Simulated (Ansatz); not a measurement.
Bi:
```cif
data_Bi6
_chemical_formula_sum 'Bi6'
_space_group_name_H-M_alt 'R-3m :H'
_space_group_IT_number 166
_space_group_name_Hall '-R 3 2"'
_cell_length_a 4.53391
_cell_length_b 4.53391
_cell_length_c 12.37401
_cell_angle_alpha 90.000
_cell_angle_beta 90.000
_cell_angle_gamma 120.000
loop_
_atom_site_label
_atom_site_type_symbol
_atom_site_symmetry_multiplicity
_atom_site_Wyckoff_symbol
_atom_site_fract_x
_atom_site_fract_y
_atom_site_fract_z
_atom_site_occupancy
Bi1 Bi 6 c 0.00000 0.00000 0.23160 1
```
(The calculation used a cell of 2 atoms; values per cell refer to that cell.)

Relaxed with r²SCAN.

### Question
Decompose the optical modes at the zone centre into irreducible representations, and say which are infrared and Raman allowed.

### Answer
Point group -3m: Γ_opt = A1g + Eg. Infrared: none. Raman: A1g, Eg.

### Question
Assign frequencies (DFPT, r²SCAN in the plane-wave PAW code Ansatz).

### Answer
Eg 87, A1g 114 cm⁻¹.

The cell was relaxed with r²SCAN under the symmetry of its start; of distortions, only those at the zone centre were tested. As this level gives no gap, phonon frequencies hold no LO–TO term and depend on the k-mesh and smearing (Fermi–Dirac, 0.1 eV here). Scalar-relativistic: spin–orbit coupling is off unless named, which matters more the heavier the elements.

Potentials: the later of the program's two PAW sets.
